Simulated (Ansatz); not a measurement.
K$_{4}$Br$_{2}$O in space group I4/mmm (No. 139; K on 4e, K on 4c, Br on 4e, O on 2a), the program Ansatz at the r²SCAN level (PAW). The conduction-band minimum lies at Γ, with 1 equivalent valley. Second derivatives d²E/dk² of the lowest band at one valley (eV·Å²), along Cartesian directions:

```csv
direction,d²E/dk²
[100],19.11
[010],19.11
[001],16.94
[110],19.11
[101],18.03
[011],18.03
```

Q: Find the principal effective masses, the density-of-states mass and the conductivity mass.

A: Off-diagonal terms follow from H_xy = H[110] − (H_xx + H_yy)/2, and m*/mₑ = 7.620 eV·Å² over each eigenvalue: 0.40, 0.40, 0.45. One valley's DOS mass (m₁m₂m₃)^(1/3) = 0.42, conductivity mass 3/(Σ 1/mᵢ) = 0.41 mₑ.

Q: What effective density of states Nc follows at 300 K for parabolic valleys?

A: Nc = 2.509e19 × 1 × (0.42)^(3/2) ≈ 6.8e18 cm⁻³.

The workflow started from a Materials Project entry (that database holds measured and hypothetical structures alike); the Crystallography Open Database files this formula in space group No. 139, but the cells were not matched. Its standing as an ambient phase is unchecked. The r²SCAN relaxation kept the symmetry of its start; its stability against distortions is not shown here. Scalar-relativistic: spin–orbit coupling is off unless named, which matters more the heavier the elements.

Potentials: the later of the program's two PAW sets.

Edges and masses are those of Kohn–Sham bands, whose gap is no quasiparticle gap.
